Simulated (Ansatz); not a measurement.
Here is an unrelaxed guess for VMo₃S₈.

```xyz
12
Lattice="3.4437 0.0000 0.0000 -1.7218 2.9823 0.0000 0.0000 0.0000 24.9953" Properties=species:S:1:pos:R:3 pbc="T T T"
V     0.0000    0.0000    0.0000
Mo    0.0000    0.0000    6.2488
Mo    0.0000    0.0000   12.4976
Mo    0.0000    0.0000   18.7465
S     1.7218    0.9941    4.7530
S     1.7218    0.9941   11.0018
S     1.7218    0.9941   17.2506
S     1.7218    0.9941   23.4995
S     0.0000    1.9882    1.4958
S     0.0000    1.9882    7.7446
S     0.0000    1.9882   13.9935
S     0.0000    1.9882   20.2423
```

Level of theory: DFT PBE, scalar-relativistic, plane waves, PAW (Ansatz 0.2.0). Plane waves to 420 eV, a k mesh through Γ of 6×6×1 on the computed 12-atom cell and Gaussian smearing (0.10 eV); collinear spin from starting moments -2.0 1.0 1.0 1.0 0.0 0.0 0.0 0.0 0.0 0.0 0.0 0.0 μB.

Formation energies are uncorrected and refer to the elements' standard structures at the same level.

Question: Estimate its pressure, forces and energy as it stands.

Answer: The pressure is -9.2 GPa (the mean over three directions, positive in compression), the largest force is 1.40 eV/Å, and the energy is −0.57 eV/atom against the elements. The shortest distance is 2.49 Å.

Question: Is it a good guess?

Answer: A fair one: relaxing gains about 0.10 eV/atom (the start's value is from the coarse mesh, so the gain is rough) in 14 ionic steps and ends at −0.68 eV/atom on the finer mesh. The symmetry stays P-3m1 (No. 164). The volume per atom shrinks by 6.4 %, from 21.4 to 20.0 Å³. The shortest distance goes from 2.49 Å (Mo–S and V–S) to 2.35 Å (V–S). The ratio c/a of the conventional cell changes by a factor of 1.18. Conventional cell: a = 3.190 Å, c = 27.254 Å. Around V lie 6 S at 2.35 Å; Mo on a site of symmetry 3m is surrounded by 6 S at 2.43 Å; S on its first site is surrounded by 3 Mo at 2.43 Å; 4 more sites not described.

The last run used collinear spin, a 12×12×2 mesh (in the run's order of axes) for its 12-atom cell and Gaussian smearing of 0.10 eV. No dispersion correction is applied, so the spacing and binding between layers, chains or molecules are poorly described. No Hubbard U is applied to the 3d shell of V. The reference form of S is held partly by dispersion forces, which this level lacks. The relaxation can't lower the symmetry of the start, and the grade says only how near the guess is to its own end. Symmetry constrained the relaxation, so the result can be a saddle point.
